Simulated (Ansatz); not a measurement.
TeW: energy against total moment

These are results of DFT PBE, scalar-relativistic, plane waves, PAW in Ansatz, not measurements.

```yaml
crystal:
  lattice:
    - [0.00000, 3.06183, 3.06183]
    - [3.06183, 0.00000, 3.06183]
    - [3.06183, 3.06183, 0.00000]
  atoms:
    - { symbol: W, position: [0.00000, 0.00000, 0.00000] }
    - { symbol: Te, position: [0.25000, 0.25000, 0.25000] }
```

The plane-wave cutoff is 420 eV. The Γ-centred k-mesh is 12×12×12 and the occupation rule is Gaussian smearing, 0.1 eV.

The total moment of the cell is held at each value, at fixed atoms.

Site moments are spin moments in atom-centred spheres that scale with the neighbour distance.

| held moment (μB/cell) | E above lowest (meV/atom) | P (GPa) | site moments (μB) |
| --- | --- | --- | --- |
| 0.00 | 55.5 | -1.1 | none over 0.05 |
| 0.25 | 52.7 | -1.1 | W +0.18 |
| 0.50 | 44.4 | -1.0 | W +0.37 |
| 0.75 | 31.4 | -0.8 | W +0.54 |
| 1.00 | 15.7 | -0.5 | W +0.71 |
| 1.25 | 2.5 | -0.2 | W +0.86 |
| 1.50 | 0.0 | 0.2 | W +1.01 |
| 1.75 | 21.1 | 0.8 | W +1.16 |
| 2.00 | 50.5 | 1.5 | W +1.32 |

Cost: 9 runs of about 2.4 core-minutes in all, on Intel Xeon Platinum 8488C (Sapphire Rapids) (shared hosts).